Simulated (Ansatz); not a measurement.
YSi₂:
```
CELL_PARAMETERS angstrom
      3.74197     0.00000     0.00000
      0.00000     3.74197     0.00000
      0.00000     0.00000     4.53925
ATOMIC_POSITIONS crystal
  Si 0.50000 0.00000 0.00000
  Si 0.00000 0.50000 0.00000
  Y  0.00000 0.00000 0.50000
```

Relaxed with r²SCAN. Special points in fractions of this cell's reciprocal vectors: Γ (0.000, 0.000, 0.000); X (0.000, 0.500, 0.000); M (0.500, 0.500, 0.000); Z (0.000, 0.000, 0.500); R (0.000, 0.500, 0.500); A (0.500, 0.500, 0.500).

Task: List the band energies nearest the Fermi level at these points for plane-wave PAW r²SCAN (Ansatz code).

Result: In eV from the Fermi level; about four levels below and three above (degenerate sets whole), none deeper than 8.9 eV; points with the same levels are listed once.

```csv
k,below,above
Γ,-2.23 -1.69 -1.69 -1.07,2.37 2.37 2.91
X,-8.46 -2.44 -0.64,0.10 0.30 0.63
M,-5.94 -5.07 -1.68 -1.68,2.36 4.59 5.37
Z,-2.48 -2.48 -1.41 -0.93,1.88 3.25 4.90
R,-8.21 -2.88 -1.88 -0.80,1.09 2.20 2.31
A,-4.57 -0.45 -0.45 -0.43,1.87 5.03 5.03
```

Space group P4/mmm. A made-up cell: these elements were put on the sites of a structure type; neither database checked (COD, Materials Project) lists it. COD files the formula under space group No. 191, so this cell is another polymorph or a model. Its standing as an ambient phase is unchecked. Symmetry was held in the r²SCAN relaxation; whether a distortion lowers the energy is not shown. No spin polarisation was allowed. Scalar-relativistic: spin–orbit coupling is off unless named, which matters more the heavier the elements.

Potentials: the later of the program's two PAW sets.
